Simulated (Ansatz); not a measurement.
An input for the plane-wave PAW code Ansatz:

```yaml
crystal:
  lattice:
    - [0.0, 1.92, 1.92]
    - [1.92, 0.0, 1.92]
    - [1.92, 1.92, 0.0]
  atoms:
    - { symbol: Ir, position: [0.0, 0.0, 0.0] }
basis:
  ecutwfc: 420
  ecutrho_ratio: 4
kpoints:
  mp_grid: { grid: [18, 18, 18] }
hamiltonian:
  xc: lda
scf:
  occupations: { method: gaussian, width: 0.05 }
output:
  forces: true
  stress: true
  eigenvalues: true
```

Output, machine lines left out:

```
Pseudopotentials: kind: paw
Pseudopotential: Ir, paw, valence charge 17, recommended cutoff 420 eV (normal), Ir.paw.azcp
Crystal: 1 atoms, lattice volume = 14.156 Å³
Basis set: ecut = 420 eV, 283 PW (Γ)
Bands: 13, of which v1, the nominal top of the filled ones, is band 9 counted from 1 (8 counted from 0)
Symmetry: 48 space group operations
Space group: Fm-3m (ITA 225), of the structure as read, at distance tolerance 2.4e-5 Å
k-points: 195 of 5832
Initial density: superposition of atomic densities (neutral atoms: chi_scale 0, normalization atom), corrected by the library's trained network
Initial wavefunctions: pseudopotential atomic-orbital guess
Functional: x = slater, c = lda
```

SCF trace (energy estimate counted from the last row):
| iteration | ΔE (eV) | density residual (eV) |
| --- | --- | --- |
| 1 | 1.8e-04 | 7.18e-4 |
| 2 | 9.3e-05 | 1.78e-4 |
| 3 | -5.0e-06 | 1.25e-5 |
| 4 | 0.000 | 7.44e-7 |
| 5 | 0.000 | 6.62e-8 |
| 6 | 0.000 | 2.48e-10 |

```
SCF 1 converged in 6 iterations: F = -11663.386771 eV  dr2 = 2.48e-10
SCF converged after 6 iterations
Free energy (F): -11663.386771 eV
E sigma→0 (E₀):  -11663.386070 eV
Entropy (-TS):   -0.001400 eV (-1.400 meV/atom)
Fermi energy:    25.480957 eV
--- Per-component energies (eV) ---
  E_band       = -88.978039
  E_kinetic    = 623.611956
  E_local      = -1071.848951  (includes V_loc(G=0)·N_el)
  E_nonlocal   = 79.696378
  E_hartree    = 408.921733
  E_xc         = -266.595047
  E_vxc        = -300.110925  (∫ρ·V_xc dr)
  E_paw        = -8953.222112  (= ΣΔE_a)
  E_vpaw       = -238.170396  (= ΣTr[D̂ρ^β])
  E_aug_tail   = 0.000042  (compensation charges beyond the density's cutoff)
  E_ewald      = -2484.360971
  E_core_change = 0.411602  (= ΣΔE_core)
  E_smearing   = -0.001400  (= −TS)
--- Forces (eV/Å), atoms counted from 1 ---
  atom   1  Ir     0.00000000     0.00000000     0.00000000
--- Stress (GPa, compression-positive) ---
       -8.760548       0.000000       0.000000
        0.000000      -8.760548       0.000000
        0.000000       0.000000      -8.760548
  P = ⅓ Tr σ = -8.7605 GPa (-87.605 kbar)
```

In short (LDA): pressure -8.8 GPa, gap on the mesh zero (metallic).

These numbers lack spin–orbit coupling.
